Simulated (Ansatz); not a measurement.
From a trial cell to the properties of CdI2-type LaF2

The computed numbers are results of PBE, scalar-relativistic (no spin polarisation) in the plane-wave PAW code Ansatz at 420 eV, Γ-centred 10×10×6 mesh, 0.05 eV Gaussian smearing. The datasets are Ansatz's generated set soft_2.

This is a trial structure made by placing the elements on a prototype's sites, so it needn't be the stable form.

The start:

```yaml
crystal:
  lattice:
    - [3.34506, 0.00000, 0.00000]
    - [-1.67253, 2.89691, 0.00000]
    - [0.00000, 0.00000, 5.39628]
  atoms:
    - { symbol: La, position: [0.00000, 0.00000, 0.00000] }
    - { symbol: F, position: [0.33333, 0.66667, 0.25200] }
    - { symbol: F, position: [0.66667, 0.33333, 0.74800] }
```

The runs in order:

| run | level | k-mesh | kind | V (Å³/atom) | P (GPa) | E − E(final) (meV/atom) | gap on the mesh (eV) |
| --- | --- | --- | --- | --- | --- | --- | --- |
| 1 | PBE | 12×12×6 | cell and atoms relaxed | 21.52 | 0.0 | -1.2 | metal |
| 2 | PBE | 10×10×6 | cell and atoms relaxed | 21.56 | 0.0 | 0.0 | metal |

The final structure (symmetry read at 0.01 Å). The structure is trigonal, space group P-3m1 (No. 164). Conventional cell: a = 3.651 Å, b = 3.651 Å, c = 5.603 Å, α = 90.00°, β = 90.00°, γ = 120.00°. La (site symmetry -3m) has 6 F at 2.50 Å as nearest neighbours. F (site symmetry 3m) is surrounded by 3 La at 2.50 Å. (Neighbours are counted to 15 % beyond the shortest distance.)

| atom | site | symmetry | x | y | z |
| --- | --- | --- | --- | --- | --- |
| La | 1a | -3m. | 0.0000 | 0.0000 | 0.0000 |
| F | 2d | 3m. | 0.3333 | 0.6667 | 0.2401 |

- At the final geometry the gap, band path included, is zero (metallic).
- Against the elements' standard states, run alike and uncorrected, the formation energy is -3.22 eV/atom.
- The runs in the table took roughly 2.5 core-minutes.

**Reading the result.**

With 25 valence electrons in the calculation's cell and no magnetic order, the bands, two electrons each, can't all be full or empty: band theory demands a metal. (Only strong correlation, outside this picture, could make a Mott insulator of it.) A formal count (La³⁺, F⁻) leaves 1 electron a formula unit beyond the anions' closed shells. It goes into the bands above the anion p states, which fits the metal found.

Scalar-relativistic only: spin–orbit splittings of the heavy atoms' levels are missing. Spin polarisation wasn't tried.
